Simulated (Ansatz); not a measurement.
Values for one crystal, relaxed and computed with the program Ansatz at the r²SCAN level (PAW); other levels are named.

| Property | Value |
|---|---|
| Volume per atom | 15.73 Å³ |
| Electronic character | metallic (no gap) |
| Highest zone-centre frequency | 154 cm⁻¹ |
| Density of states at the Fermi level | 0.93 states/eV per atom (mean over ±0.08 eV) |
| Poisson's ratio | 0.36 |
| Elastic constants (relaxed ions, GPa) | C11 = 415, C12 = 192, C13 = 209, C33 = 376, C44 = 71.7, C66 = 69.6 |
| Zone-centre stability | no imaginary mode at Γ |

Question: Which compound is it?
A. ZrTa, L1₀ or tetragonal B2
B. Ru3W, Cu3Au type
C. TaRu, L1₀ or tetragonal B2
D. TaW, rock salt

Answer: C, TaRu, L1₀ or tetragonal B2

Space group P4/mmm (L1₀ or tetragonal B2). The first step of the workflow began from a Materials Project structure, measured or hypothetical; the Crystallography Open Database files this formula in space group No. 123, but the cells were not matched. Its standing as an ambient phase is unchecked. Symmetry was held in the r²SCAN relaxation. The run is not spin-polarised. As this level gives no gap, shear constants depend on the k-mesh and smearing (Fermi–Dirac, 0.1 eV here). As this level gives no gap, phonon frequencies hold no LO–TO term and depend on the k-mesh and smearing (Fermi–Dirac, 0.1 eV here). Scalar-relativistic: spin–orbit coupling is off unless named, which matters more the heavier the elements.

Potentials: the earlier of the program's two PAW sets. The files were generated under PBE; for other functionals the program regenerates the frozen cores, and for LDA and PBEsol the local potential too.
